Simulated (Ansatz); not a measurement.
Consider the following.

Sr3SnO:
```xyz
5
Lattice="5.0918 0.0000 0.0000 0.0000 5.0918 0.0000 0.0000 0.0000 5.0918" Properties=species:S:1:pos:R:3 pbc="T T T"
Sr     0.0000     2.5459     2.5459
Sr     2.5459     0.0000     2.5459
Sr     2.5459     2.5459     0.0000
O      2.5459     2.5459     2.5459
Sn     0.0000     0.0000     0.0000
```

This is the PBEsol-relaxed structure.

Problem. All from DFT-PBEsol in the program Ansatz with PAW potentials, unless another level is named. Estimate the electronic character.

Solution. no gap, with almost no states at the Fermi level (zero-gap or semimetallic).

Problem. What about the HSE06 gap on the PBEsol cell?

Solution. 0.16 eV (a hybrid on a coarse mesh can open a false gap in a semimetal).

Problem. Next, the formation energy from the elements (no fitted shifts)?

Solution. -1.56 eV/atom.

Problem. Predict the gap with spin–orbit coupling.

Solution. none (metallic).

Space group Pm-3m (anti-perovskite). The workflow started from an entry of the Crystallography Open Database (COD). Its standing as an ambient phase is unchecked. The cell was relaxed with PBEsol under the symmetry of its start; its stability against distortions is not shown here. A small band overlap can be real or an error of a semilocal functional. The references are the lowest solids computed at this level, not always the standard phases (solids in place of the gases). Spin–orbit coupling is left out wherever it is not named.

Potentials: the later of the program's two PAW sets.
